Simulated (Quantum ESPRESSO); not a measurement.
```cif
data_N4
_chemical_formula_sum 'N4'
_space_group_name_H-M_alt 'P 1'
_space_group_IT_number 1
_cell_length_a 3.79928
_cell_length_b 3.79928
_cell_length_c 7.41958
_cell_angle_alpha 90.000
_cell_angle_beta 90.000
_cell_angle_gamma 120.000
loop_
_space_group_symop_operation_xyz
  'x, y, z'
loop_
_atom_site_label
_atom_site_type_symbol
_atom_site_fract_x
_atom_site_fract_y
_atom_site_fract_z
_atom_site_occupancy
N1 N 0.33333 0.66667 0.32434 1
N2 N 0.66667 0.33333 0.67566 1
N3 N 0.66667 0.33333 0.82434 1
N4 N 0.33333 0.66667 0.17566 1
```

Cell and atoms were relaxed with PBE+D3(BJ) from Materials Project entry mp-672233, within its symmetry.

Problem. What does PBEsol (Quantum ESPRESSO, PseudoDojo norm-conserving, 84 Ry, scalar-relativistic) give for the electronic structure near the Fermi level?

Solution. The PBEsol gap is indirect, 7.02 eV, from 22 % of the way from Γ to M to M; the smallest direct gap is 7.13 eV. 

The structure is a Materials Project entry; no match was found in the copy of COD used, and its stability was not checked.
